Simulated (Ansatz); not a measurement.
The following input was run with Ansatz 0.2.0.

```yaml
crystal:
  lattice:
    - [8.4734414637, -3.1167999332, 0.0]
    - [8.4734414637, 3.1167999332, 0.0]
    - [0.0, 0.0, 6.2411000935]
  atoms:
    - { symbol: Co, position: [0.4200693756, 0.4200693756, 0.0] }
    - { symbol: Co, position: [0.9200693756, 0.9200693756, 0.5] }
    - { symbol: Co, position: [0.5799306244, 0.5799306244, 0.0] }
    - { symbol: Co, position: [0.0799306244, 0.0799306244, 0.5] }
    - { symbol: Sn, position: [0.836690879, 0.163309121, 0.1629353248] }
    - { symbol: Sn, position: [0.336690879, 0.663309121, 0.3370646752] }
    - { symbol: Sn, position: [0.663309121, 0.336690879, 0.6629353248] }
    - { symbol: Sn, position: [0.163309121, 0.836690879, 0.8370646752] }
    - { symbol: Sn, position: [0.0229521445, 0.6470603321, 0.1895412685] }
    - { symbol: Sn, position: [0.5229521445, 0.1470603321, 0.3104587315] }
    - { symbol: Sn, position: [0.1470603321, 0.5229521445, 0.6895412685] }
    - { symbol: Sn, position: [0.6470603321, 0.0229521445, 0.8104587315] }
    - { symbol: Sn, position: [0.3529396679, 0.9770478555, 0.1895412685] }
    - { symbol: Sn, position: [0.8529396679, 0.4770478555, 0.3104587315] }
    - { symbol: Sn, position: [0.4770478555, 0.8529396679, 0.6895412685] }
    - { symbol: Sn, position: [0.9770478555, 0.3529396679, 0.8104587315] }
basis:
  ecutwfc: 500
kpoints:
  mp_grid: { grid: [6, 6, 6] }
  band_path:
    path:
      - [[0.0, 0.0, 0.0], [0.5, 0.5, 0.0], [0.28382503, 0.71617497, 0.0]]
      - [[-0.28382503, 0.28382503, 0.0], [0.0, 0.0, 0.0], [0.0, 0.0, 0.5], [-0.28382503, 0.28382503, 0.5]]
      - [[0.28382503, 0.71617497, 0.5], [0.5, 0.5, 0.5], [0.5, 0.5, 0.0]]
      - [[0.0, 0.0, 0.0], [0.0, 0.5, 0.0], [0.0, 0.5, 0.5], [0.0, 0.0, 0.5], [0.5, 0.5, 0.5]]
    npoints: 10
hamiltonian:
  xc: r2scan
scf:
  occupations: { method: gaussian, width: 0.1 }
  n_extra_bands: 40
output:
  forces: true
  stress: true
  eigenvalues: true
  populations: true
  dos: { projected: true, de: 0.02, nscf_kmesh: { grid: [9, 9, 9] } }
  bader: false
  write_density: true
  write_potential: true
  elf: true
  volumetric_format: npy
```

Run as
```bash
ansatz run input.yaml --threads 4 --pin off --max-ram 10240MiB --backend cpu --events-out ev --progress --plain --runs-dir out
```

Computed with Ansatz 0.2.0, DFT r2SCAN, scalar-relativistic, plane waves, PAW.

From the run's log, abridged (iterations and final results):

```
SCF iter   1: F=—  HF=-92988.111815 eV  |F-HF|=—  |Δ(HF+E_count)|=         —  Δρ=2.44e-2  dr2=1.78e0  dr2_τ=1.79e-1  ethr=1.77e-3  ⟨swp⟩=5.0  Hψ=29471  notcnv=0  defer=885
SCF iter   2: F=—  HF=-92988.758520 eV  |F-HF|=—  |Δ(HF+E_count)|=   6.47e-1  Δρ=5.03e-2  dr2=6.55e0  dr2_τ=4.34e-2  ethr=7.55e-4  ⟨swp⟩=2.0  Hψ=11198  notcnv=0  defer=1667  recentre
SCF iter   3: F=—  HF=-92988.374296 eV  |F-HF|=—  |Δ(HF+E_count)|=   3.84e-1  Δρ=1.08e-2  dr2=3.52e-1  dr2_τ=3.63e-3  ethr=7.55e-4  ⟨swp⟩=2.0  Hψ=8426  notcnv=0  defer=1667
SCF iter   4: F=—  HF=-92988.362006 eV  |F-HF|=—  |Δ(HF+E_count)|=   1.23e-2  Δρ=3.71e-3  dr2=2.36e-2  dr2_τ=2.93e-4  ethr=1.49e-4  ⟨swp⟩=1.2  Hψ=9488  notcnv=0  defer=1662
SCF iter   5: F=—  HF=-92988.363573 eV  |F-HF|=—  |Δ(HF+E_count)|=   1.57e-3  Δρ=1.38e-3  dr2=4.65e-3  dr2_τ=7.72e-4  ethr=1.00e-5  ⟨swp⟩=2.0  Hψ=8286  notcnv=0  defer=1662
SCF iter   6: F=—  HF=-92988.364261 eV  |F-HF|=—  |Δ(HF+E_count)|=   6.87e-4  Δρ=5.47e-4  dr2=7.79e-4  dr2_τ=5.29e-6  ethr=1.97e-6  ⟨swp⟩=2.0  Hψ=12685  notcnv=0  defer=1662
SCF iter   7: F=—  HF=-92988.364445 eV  |F-HF|=—  |Δ(HF+E_count)|=   1.85e-4  Δρ=6.50e-4  dr2=1.13e-3  dr2_τ=9.01e-6  ethr=3.30e-7  ⟨swp⟩=1.1  Hψ=6554  notcnv=0  defer=1662
SCF iter   8: F=—  HF=-92988.364466 eV  |F-HF|=—  |Δ(HF+E_count)|=   2.01e-5  Δρ=1.07e-4  dr2=3.56e-5  dr2_τ=2.87e-7  ethr=3.30e-7  ⟨swp⟩=2.0  Hψ=7830  notcnv=0  defer=1662
SCF iter   9: F=—  HF=-92988.364620 eV  |F-HF|=—  |Δ(HF+E_count)|=   1.55e-4  Δρ=5.07e-5  dr2=9.14e-6  dr2_τ=3.43e-7  ethr=1.51e-8  ⟨swp⟩=1.8  Hψ=6833  notcnv=0  defer=1662
SCF iter  10: F=—  HF=-92988.364620 eV  |F-HF|=—  |Δ(HF+E_count)|=   7.03e-8  Δρ=2.12e-5  dr2=1.10e-6  dr2_τ=1.48e-8  ethr=3.87e-9  ⟨swp⟩=2.0  Hψ=7651  notcnv=0  defer=1662
SCF iter  11: F=—  HF=-92988.364621 eV  |F-HF|=—  |Δ(HF+E_count)|=   8.14e-8  Δρ=9.74e-6  dr2=3.52e-7  dr2_τ=7.51e-10  ethr=4.65e-10  ⟨swp⟩=2.0  Hψ=8473  notcnv=0  defer=1662
SCF iter  12: F=—  HF=-92988.364621 eV  |F-HF|=—  |Δ(HF+E_count)|=   4.66e-9  Δρ=6.38e-6  dr2=1.29e-7  dr2_τ=3.50e-9  ethr=1.49e-10  ⟨swp⟩=1.0  Hψ=6551  notcnv=0  defer=1662
SCF iter  13: F=-92988.364621 eV  HF=-92988.364621 eV  |F-HF|=9.11e-9  |Δ(HF+E_count)|=   5.76e-9  Δρ=1.88e-6  dr2=1.05e-8  dr2_τ=3.37e-10  ethr=4.24e-11  ⟨swp⟩=16.7  Hψ=64236  notcnv=0
SCF 1 converged in 13 iterations: F = -92988.364621 eV  dr2 = 1.05e-8
SCF converged after 13 iterations
Free energy (F): -92988.364621 eV
Harris-Foulkes:  -92988.364621 eV  (|F-HF|=9.11e-9)
Internal energy: -92988.338200 eV  (E = F + TS)
E sigma→0 (E₀):  -92988.351410 eV
Entropy (-TS):   -0.026421 eV (-1.651 meV/atom)
Fermi energy:    13.342491 eV
--- Per-component energies (eV) ---
  E_band       = -2040.544414
  E_kinetic    = 4076.331299
  E_local      = -26180.228162  (includes V_loc(G=0)·N_el)
  E_nonlocal   = 1458.955402
  E_hartree    = 13548.339637
  E_xc         = -5126.438203
  E_vxc        = -2175.783922  (∫ρ·V_xc dr)
  E_paw        = -56040.874358  (= ΣΔE_a)
  E_vpaw       = -6455.196656  (= ΣTr[D̂ρ^β])
  E_aug_tail   = 0.000136  (compensation charges beyond the density's cutoff)
  E_vtau       = 138.680547  (kinetic-family band-sum trace: ∫τ·v_τ [+ j·A + Jᵃ·Aᵃ] dr)
  E_ewald      = -24732.066963
  E_core_change = 7.643013  (= ΣΔE_core)
  E_smearing   = -0.026421  (= −TS)
--- Forces (eV/Å), atoms counted from 1 ---
  atom   1  Co     0.00180375     0.00000000     0.00000000
  atom   2  Co     0.00180375     0.00000000     0.00000000
  atom   3  Co    -0.00180375     0.00000000     0.00000000
  atom   4  Co    -0.00180375     0.00000000     0.00000000
  atom   5  Sn     0.00000000     0.00007875     0.00019037
  atom   6  Sn     0.00000000     0.00007875    -0.00019037
  atom   7  Sn     0.00000000    -0.00007875     0.00019037
  atom   8  Sn     0.00000000    -0.00007875    -0.00019037
  atom   9  Sn    -0.00048167    -0.00019514     0.00004843
  atom  10  Sn    -0.00048167    -0.00019514    -0.00004843
  atom  11  Sn    -0.00048167     0.00019514     0.00004843
  atom  12  Sn    -0.00048167     0.00019514    -0.00004843
  atom  13  Sn     0.00048167    -0.00019514     0.00004843
  atom  14  Sn     0.00048167    -0.00019514    -0.00004843
  atom  15  Sn     0.00048167     0.00019514     0.00004843
  atom  16  Sn     0.00048167     0.00019514    -0.00004843
--- Stress (GPa, compression-positive) ---
       -0.001907       0.000000       0.000000
        0.000000      -0.000208       0.000000
        0.000000       0.000000      -0.000039
  P = ⅓ Tr σ = -0.0007 GPa (-0.007 kbar)
--- Band table (eV; the first three rows and the last of 52) ---
  k-point 0: bands = ["-84.5591", "-84.5591", "-84.5561", "-84.5561", "-46.4421", "-46.4420", "-46.4364", "-46.4363", "-46.4328", "-46.4328", "-46.4327", "-46.4326", "-46.4291", "-46.4291", "-46.4048", "-46.4048", "-8.9933", "-8.9884", "-8.9764", "-8.9756", "-8.9543", "-8.9449", "-8.9379", "-8.9056", "-8.9018", "-8.9015", "-8.9008", "-8.8962", "-8.8909", "-8.8859", "-8.8748", "-8.8742", "-8.8696", "-8.8531", "-8.8520", "-8.8382", "-8.8217", "-8.8181", "-8.8163", "-8.8142", "-8.8135", "-8.8131", "-8.7998", "-8.7754", "-8.7750", "-8.7718", "-8.7687", "-8.7651", "-8.7572", "-8.7557", "-8.7505", "-8.7461", "-8.7377", "-8.7298", "-8.7285", "-8.7254", "-8.7214", "-8.7211", "-8.7186", "-8.7116", "- ...
  k-point 1: bands = ["-84.5591", "-84.5591", "-84.5561", "-84.5561", "-46.4421", "-46.4420", "-46.4364", "-46.4363", "-46.4328", "-46.4328", "-46.4327", "-46.4327", "-46.4291", "-46.4291", "-46.4048", "-46.4048", "-8.9932", "-8.9868", "-8.9784", "-8.9741", "-8.9563", "-8.9521", "-8.9344", "-8.9120", "-8.9049", "-8.9034", "-8.9010", "-8.8932", "-8.8904", "-8.8835", "-8.8771", "-8.8743", "-8.8639", "-8.8422", "-8.8382", "-8.8282", "-8.8237", "-8.8194", "-8.8185", "-8.8132", "-8.8130", "-8.8042", "-8.8027", "-8.7866", "-8.7811", "-8.7684", "-8.7663", "-8.7647", "-8.7597", "-8.7586", "-8.7557", "-8.7386", "-8.7335", "-8.7335", "-8.7305", "-8.7269", "-8.7231", "-8.7190", "-8.7150", "-8.7138", "- ...
  k-point 2: bands = ["-84.5591", "-84.5591", "-84.5561", "-84.5561", "-46.4421", "-46.4420", "-46.4364", "-46.4363", "-46.4328", "-46.4328", "-46.4327", "-46.4327", "-46.4291", "-46.4291", "-46.4048", "-46.4048", "-8.9952", "-8.9857", "-8.9789", "-8.9684", "-8.9620", "-8.9587", "-8.9341", "-8.9227", "-8.9042", "-8.9032", "-8.8922", "-8.8902", "-8.8883", "-8.8770", "-8.8734", "-8.8703", "-8.8510", "-8.8460", "-8.8431", "-8.8347", "-8.8249", "-8.8186", "-8.8150", "-8.8112", "-8.8047", "-8.8043", "-8.7987", "-8.7833", "-8.7797", "-8.7753", "-8.7674", "-8.7657", "-8.7605", "-8.7488", "-8.7487", "-8.7462", "-8.7365", "-8.7303", "-8.7258", "-8.7221", "-8.7218", "-8.7174", "-8.7147", "-8.7096", "- ...
  k-point 51: bands = ["-84.5591", "-84.5591", "-84.5561", "-84.5561", "-46.4421", "-46.4421", "-46.4364", "-46.4364", "-46.4328", "-46.4328", "-46.4327", "-46.4327", "-46.4291", "-46.4291", "-46.4048", "-46.4048", "-8.9929", "-8.9929", "-8.9843", "-8.9843", "-8.9357", "-8.9357", "-8.9243", "-8.9243", "-8.9173", "-8.9173", "-8.8800", "-8.8800", "-8.8793", "-8.8793", "-8.8716", "-8.8716", "-8.8674", "-8.8674", "-8.8313", "-8.8313", "-8.8265", "-8.8265", "-8.8242", "-8.8242", "-8.7929", "-8.7929", "-8.7881", "-8.7881", "-8.7775", "-8.7775", "-8.7602", "-8.7602", "-8.7553", "-8.7553", "-8.7419", "-8.7419", "-8.7395", "-8.7395", "-8.7249", "-8.7249", "-8.7133", "-8.7133", "-8.7096", "-8.7096", " ...
--- Löwdin populations: 16 sites ---
  site symbol q [e]
     0     Co     16.6686
     1     Co     16.6686
     2     Co     16.6686
     3     Co     16.6686
     4     Sn     14.0452
     5     Sn     14.0452
     6     Sn     14.0452
     7     Sn     14.0452
     8     Sn     14.0049
     9     Sn     14.0049
    10     Sn     14.0049
    11     Sn     14.0049
    12     Sn     14.0049
    13     Sn     14.0049
    14     Sn     14.0049
    15     Sn     14.0049
  spilling = 0.004687 (of n_electrons = 236.000000)
```

Self-consistency was reached.

The run took 9.5 min on 4 threads of Intel(R) Xeon(R) Processor @ 2.50GHz (Skylake/Cascade Lake) (shared host), peak memory 5.9 GiB.